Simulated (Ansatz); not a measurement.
Mg₂TeS:
```cif
data_Mg6S3Te3
_chemical_formula_sum 'Mg6 Te3 S3'
_space_group_name_H-M_alt 'R3m :H'
_space_group_IT_number 160
_space_group_name_Hall 'R 3 -2"'
_cell_length_a 4.27418
_cell_length_b 4.27418
_cell_length_c 21.12935
_cell_angle_alpha 90.000
_cell_angle_beta 90.000
_cell_angle_gamma 120.000
loop_
_atom_site_label
_atom_site_type_symbol
_atom_site_symmetry_multiplicity
_atom_site_Wyckoff_symbol
_atom_site_fract_x
_atom_site_fract_y
_atom_site_fract_z
_atom_site_occupancy
Mg1 Mg 3 a 0.00000 0.00000 0.99086 1
Mg2 Mg 3 a 0.00000 0.00000 0.51024 1
Te1 Te 3 a 0.00000 0.00000 0.12280 1
S1 S 3 a 0.00000 0.00000 0.62607 1
```
(The calculation used a cell of 4 atoms; values per cell refer to that cell.)

Relaxed with r²SCAN. DFT-r²SCAN in the program Ansatz with PAW potentials gives a gap of 2.09 eV.

Question: What gap does HSE06 give on the same cell (Ansatz, PAW)?

Answer: 2.34 eV, 0.24 eV more. The hybrid was solved on a coarser mesh and at special points; the gap given is the minimum over both.

```
k   v1 r²SCAN  c1 r²SCAN  v1 HSE06  c1 HSE06
--  ---------  ---------  --------  --------
Γ        0.00       2.09      0.00      2.34
T       -0.04       3.28       ___       ___
L       -0.87       3.65     -0.93      4.03
F       -0.75       2.66       ___       ___
S0      -1.49       3.81       ___       ___
H0      -1.47       3.88       ___       ___
```

Question: Top valence (v1) and lowest conduction level (c1) in eV from each method's valence maximum (which need not be a listed point): supply the withheld HSE06 values.

Answer: 
- F, v1 HSE06: -0.80
- F, c1 HSE06: 3.03
- S0, v1 HSE06: -1.54
- S0, c1 HSE06: 4.18
- H0, v1 HSE06: -1.53
- H0, c1 HSE06: 4.26
- T, v1 HSE06: -0.04
- T, c1 HSE06: 3.59

Cost on shared cores: the r²SCAN run (SCF on a 8×8×8 mesh, then bands and DOS) around 3.0 core-minutes (rough), the HSE06 run (SCF on 6×6×6, then a few points) very roughly 18 core-minutes; the tasks are unlike.

The first step of the workflow began from a Materials Project structure, measured or hypothetical; the Crystallography Open Database copy checked does not list it. Its standing as an ambient phase is unchecked. The r²SCAN relaxation kept the symmetry of its start; whether a distortion lowers the energy is not shown. Spin–orbit coupling is left out wherever it is not named.

Potentials: the later of the program's two PAW sets.
